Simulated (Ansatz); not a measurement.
## Piezoelectric tensor of Zn4S3O

All numbers below come from DFT PBE, scalar-relativistic, plane waves, PAW in Ansatz 0.2.0. Settings: 420 eV plane-wave cutoff, Γ-centred 8×8×8 mesh, fixed occupations. No spin polarisation.

Relaxed structure:
```
CELL_PARAMETERS angstrom
-2.62239 2.62239 5.20140
2.62239 -2.62239 5.20140
2.62239 2.62239 -5.20140
ATOMIC_POSITIONS crystal
Zn 0.66169 0.66169 0.55305
Zn 0.89135 0.33831 0.00000
Zn 0.10865 0.10865 0.44695
Zn 0.33831 0.89135 0.00000
S 0.25000 0.75000 0.50000
S 0.50000 0.50000 0.00000
S 0.75000 0.25000 0.50000
O 0.00000 0.00000 0.00000
```

The cell was found from a structure generator's guess, not taken from experiment.

(1) Give the relaxed-ion proper piezoelectric stress tensor e_iJ (C/m², Voigt columns xx yy zz yz xz xy).

(2) With the elastic constants (GPa, Voigt order)
C11 = 108.9, C12 = 66.7, C13 = 66.4, C22 = 108.9, C23 = 66.4, C33 = 106.8, C44 = 49.4, C55 = 49.4, C66 = 48.0 GPa; the others vanish.
find the strain coefficients d = e·C⁻¹ (pC/N).

Answers

(1)
```
x   0.000 0.000 0.000 0.168 0.000 0.000
y   0.000 0.000 0.000 0.000 0.168 0.000
z   0.000 0.000 0.000 0.000 0.000 0.126
```
Signs follow the orientation of the cell as given.

(2)
```
x   0.00 0.00 0.00 3.40 0.00 0.00
y   0.00 0.00 0.00 0.00 3.40 0.00
z   0.00 0.00 0.00 0.00 0.00 2.63
```
